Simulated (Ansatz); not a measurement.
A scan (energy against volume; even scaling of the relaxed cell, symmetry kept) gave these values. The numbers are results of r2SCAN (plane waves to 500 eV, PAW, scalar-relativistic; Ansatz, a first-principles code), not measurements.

- Bulk modulus B₀ (third-order Birch-Murnaghan fit) = 271 GPa
- Pressure derivative B₀′ (fit) = 4.2
- Equilibrium volume of the fit = 10.79 Å³/atom

### Question
Of these crystals, all scanned alike, which one is it?
(A) PbSe (rock salt)
(B) HfO₂ (fluorite)
(C) V (bcc, W type)
(D) Al (fcc, Cu type)

### Answer
B, HfO₂ (fluorite). The others have, for the bulk modulus: Al 91.3 GPa, PbSe 51.3 GPa, V 193 GPa

All were relaxed with their symmetry unable to fall. HfO2 is run without spin polarisation. Spin-orbit coupling is left out. This is a high-temperature form of HfO2. V is run without spin polarisation.

(A scan under strain: stresses follow from slopes of the energy per volume, elastic moduli from its curvatures.)
